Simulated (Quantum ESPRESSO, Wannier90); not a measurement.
## Wannier functions of Ba2ZnN2 (I4/mmm)

```
begin unit_cell_cart
ang
    0.0000000000   -4.1967500000    0.0000000000
    4.1967500000    0.0000000000    0.0000000000
   -2.0983750000    2.0983750000    6.4918700000
end unit_cell_cart
begin atoms_frac
Ba  -0.3452800000 -0.3452800000  0.3094400000
Ba   0.3452800000  0.3452800000 -0.3094400000
Zn   0.0000000000  0.0000000000  0.0000000000
N   -0.1407100000 -0.1407100000 -0.2814200000
N    0.1407100000  0.1407100000  0.2814200000
end atoms_frac
```

Materials Project entry mp-9307; symmetrised, unrelaxed at this level. COD (Crystallography Open Database) has an entry of this formula and space group (matched by these alone). Method: LDA plane waves in Quantum ESPRESSO 7.5 (PseudoDojo norm-conserving files, 68 Ry, no spin polarisation, no spin-orbit coupling), Bloch states on a 4×4×4 mesh through Γ, Wannier90 4.0.1. Density: 8×8×8 mesh, Gaussian smearing 0.01 Ry. Spin-orbit coupling is left out although heavy elements are present.

Bands 15-19 form an isolated set from -6.81 to -6.52 eV relative to the valence-band maximum (on the path) and are turned into 5 Wannier functions by minimising the spread from the start: atomic waves Zn 3d.

Centres (Cartesian, Å; one of the equivalent choices) and spreads:

```
n      x      y      z  spread (Å²)  nearest atom
-  -----  -----  -----  -----------  ------------
1  0.000  0.000  0.000        1.655           Zn3
2  0.000  0.000  0.000        0.582           Zn3
3  0.000  0.000  0.000        0.582           Zn3
4  0.000  0.000  0.000        0.398           Zn3
5  0.000  0.000  0.000        0.423           Zn3
```

Ω_I = 3.64 Å², Ω_total = 3.64 Å²; the interpolated bands follow pw.x to 0.5 meV rms on the path. Only this start was tried; a symmetric start can stop on a saddle, and mixtures of these functions could lower the total by at most Ω_total − Ω_I.
